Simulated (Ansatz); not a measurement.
BAs (rock salt, Fm-3m) under volume change, PBE in the plane-wave PAW code Ansatz, scaled uniformly.

```tsv
V (Å³/atom)	E − E(relaxed) (meV/atom)	P (GPa)
11.190	47.5	14.94
11.559	20.0	9.13
11.927	4.8	4.23
12.296	0.0	0.01
12.665	4.3	-3.66
13.034	16.4	-6.79
13.403	35.2	-9.45
```

Q: What does a third-order Birch–Murnaghan fit give for V₀, B₀ and B′?

A: V₀ = 12.30 Å³/atom, B₀ = 131 GPa, B′ = 4.1.

The start of the workflow was typed in or built on a structure type; neither database checked (COD, Materials Project) lists it. It is not the phase usual at ambient conditions (space group No. 216). The PBE relaxation kept the symmetry of its start; its stability against distortions is not shown here. Its formation energy is positive at this level, so the cell may be metastable or incomplete.

Potentials: the later of the program's two PAW sets.
